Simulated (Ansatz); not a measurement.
TiAl:
```
CELL_PARAMETERS angstrom
      3.17171     0.00000     0.00000
      0.00000     3.17171     0.00000
      0.00000     0.00000     3.17171
ATOMIC_POSITIONS crystal
  Ti 0.00000 0.00000 0.00000
  Al 0.50000 0.50000 0.50000
```

Relaxed with r²SCAN.

Question: Tabulate the valence density and the electron localisation function along the shortest Ti–Ti contact (3.17 Å), r²SCAN in the plane-wave PAW code Ansatz.

Answer: 

```csv
distance from Ti (Å),density (e/Å³),ELF
0.32,9.11,0.71
0.48,5.94,0.77
0.63,3.00,0.74
0.79,1.21,0.57
0.95,0.51,0.29
1.11,0.29,0.19
1.27,0.22,0.27
1.43,0.20,0.42
1.59,0.20,0.48
1.74,0.20,0.42
1.90,0.22,0.27
2.06,0.29,0.19
2.22,0.51,0.29
2.38,1.21,0.57
2.54,3.00,0.74
2.70,5.94,0.77
2.85,9.11,0.71
```

The density is the valence pseudo-density with augmentation charge, so density and ELF within about 1 Å of a nucleus are not all-electron values.

Space group Pm-3m (CsCl type). The workflow started from a Materials Project entry (that database holds measured and hypothetical structures alike); the Crystallography Open Database copy checked does not list it. With Ti and Al taken as one species the cell has the higher symmetry Im-3m, so it may be an ordered model of a mixed-site phase. It is not the phase usual at ambient conditions (space group No. 123). The cell was relaxed with r²SCAN under the symmetry of its start. At this level the phase is mechanically unstable. No spin polarisation was allowed.

Potentials: the earlier of the program's two PAW sets.
